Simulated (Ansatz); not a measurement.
Ni3S4:
```xyz
14
Lattice="0.0000 4.7075 4.7075 4.7075 0.0000 4.7075 4.7075 4.7075 0.0000" Properties=species:S:1:pos:R:3 pbc="T T T"
Ni     4.7075     4.7075     4.7075
Ni     7.0613     7.0613     7.0613
Ni     1.1769     1.1769     1.1769
Ni     1.1769     3.5306     3.5306
Ni     3.5306     3.5306     1.1769
Ni     3.5306     1.1769     3.5306
S      3.4539     3.4539     3.4539
S      8.3149     5.8076     5.8076
S      5.9612     5.9612     3.4539
S      5.8076     8.3149     5.8076
S      3.4539     5.9612     5.9612
S      8.3149     8.3149     8.3149
S      5.9612     3.4539     5.9612
S      5.8076     5.8076     8.3149
```
The run is spin-polarised; directions of the spins, atom by atom: ↓ ↓ ↑ ↑ ↑ ↑ 0 0 0 0 0 0 0 0.

Relaxed with r²SCAN.

Question: Give the Bader charges and basin volumes of the independent atoms, r²SCAN in the plane-wave PAW code Ansatz.

Answer: 

| atom | Bader charge (e) | Bader volume (Å³) |
|---|---|---|
| Ni1 | +0.57 | 12.5 |
| Ni3 | +0.74 | 9.2 |
| S7 | -0.51 | 18.4 |

Space group Fd-3m. The workflow started from an entry of the Crystallography Open Database (COD). Its standing as an ambient phase is unchecked. The cell was relaxed with r²SCAN under the symmetry of its start, as lowered by the spin order; its stability against distortions is not shown here. Spin order of the final state: ferrimagnetic, the only order run, not a proven ground state. Other orbital occupations within this spin state were not tried. No Hubbard U is applied.

Potentials: the later of the program's two PAW sets.
